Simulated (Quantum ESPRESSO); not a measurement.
# Si2PBC4: a curve over one atom's position

A calculation, not a measurement. The program is pw.x of Quantum ESPRESSO 7.5 (plane-wave density functional theory). The cell is made up: 8 atoms on a wurtzite lattice, with randomly drawn elements, strain and displacements, not relaxed. PseudoDojo standard norm-conserving files (v0.5 for PBE, v0.4.1 for LDA and PBEsol) set the functional; there is no spin polarisation, spin-orbit coupling or dispersion term, and the masses in the input are unused placeholders.

Seven runs move atom 6 (C, counted in the order of the input) along z and keep all else fixed.

Input of the run at +0.0194:

```
&control calculation='scf', pseudo_dir='./dojo.nc.sr.pbe.v0_5.standard.upf', outdir='./o', disk_io='medium', tprnfor=.true., tstress=.true. /
&system ibrav=0, nat=8, ntyp=4, nbnd=22, ecutwfc=82.02448710, nosym=.true., tot_charge=0,
 occupations='smearing', smearing='fd', degauss=0.0018374661
/
&electrons conv_thr=7.350e-09, electron_maxstep=60, /
ATOMIC_SPECIES
B 1.0 B.upf
C 1.0 C.upf
P 1.0 P.upf
Si 1.0 Si.upf
CELL_PARAMETERS angstrom
3.0143 0.0 0.0
0.0 5.2208 0.0
0.0 0.0 4.9223
ATOMIC_POSITIONS angstrom
Si 0.0419 0.0275 0.0673
P 1.5333 2.5911 0.0646
Si 1.5478 0.8247 2.496
B -0.0546 3.5112 2.4259
C 0.0513 0.0564 1.8012
C 1.5128 2.6125 1.8589
C 1.5329 0.8418 4.2656
C 0.0307 3.5367 4.2569
K_POINTS automatic
6 4 4 1 1 1
```

| shift of atom 6 along z (Å) | free energy less that of the input shown (eV) | Fx on atom 6 (eV/Å) | Fy on atom 6 (eV/Å) | Fz on atom 6 (eV/Å) | pressure (GPa) | iterations |
| --- | --- | --- | --- | --- | --- | --- |
| -0.1256 | 0.4303 | 0.084 | 1.575 | 5.529 | -0.44 | 11 |
| -0.0863 | 0.2439 | 0.059 | 1.711 | 3.994 | -1.34 | 12 |
| +0.0194 | 0.0000 | -0.025 | 2.111 | 0.821 | -2.60 | 12 |
| +0.0447 | -0.0131 | -0.048 | 2.211 | 0.221 | -2.70 | 12 |
| +0.0792 | -0.0077 | -0.079 | 2.350 | -0.520 | -2.74 | 12 |
| +0.0967 | 0.0045 | -0.095 | 2.421 | -0.865 | -2.72 | 12 |
| +0.1192 | 0.0287 | -0.116 | 2.511 | -1.282 | -2.65 | 12 |

A cubic fit gives dFz/dz = -26.44 eV/Å² at zero shift. Across the table the free energy follows the integral of the force to within 0.1 meV. A rerun of one of the cells at 1347 eV and a 8 x 6 x 6 mesh moved values by no more than 0.005 eV in energy, 0.17 GPa in stress and 0.007 eV/Å in force.